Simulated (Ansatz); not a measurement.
ZnIr in space group P-6m2 (No. 187; Zn on 1f, Ir on 1a), the program Ansatz at the PBE level (PAW), all energies at zero smearing, with the estimated change up to a 700 eV cutoff added, with one set of potentials and settings (totals compare only within such a set). Cell of 2 atoms (1 Zn, 1 Ir): -15254.691 eV.

```
element             reference phase  E (eV/atom)
-------  --------------------------  -----------
Zn        C2/m, 3 atoms in the cell   -3319.0295
Ir       Fm-3m, 1 atoms in the cell  -11935.3137
```

Formation energy per atom, worked out: (-15254.691 − 1×(-3319.0295) − 1×(-11935.3137))/2 = -0.174 eV/atom (-17 kJ per mol of atoms), at 0 K, without zero-point energy or fitted corrections.

The first step of the workflow began from a Materials Project structure, measured or hypothetical; the Crystallography Open Database copy checked does not list it. With Zn and Ir taken as one species the cell has the higher symmetry P6_3/mmc, so it may be an ordered model of a mixed-site phase. Its standing as an ambient phase is unchecked. The cell was relaxed with PBE under the symmetry of its start; whether a distortion lowers the energy is not shown. No spin polarisation was allowed. The references are the lowest solids computed at this level, not always the standard phases. Scalar-relativistic: spin–orbit coupling is off unless named, which matters more the heavier the elements.

Potentials: the later of the program's two PAW sets.
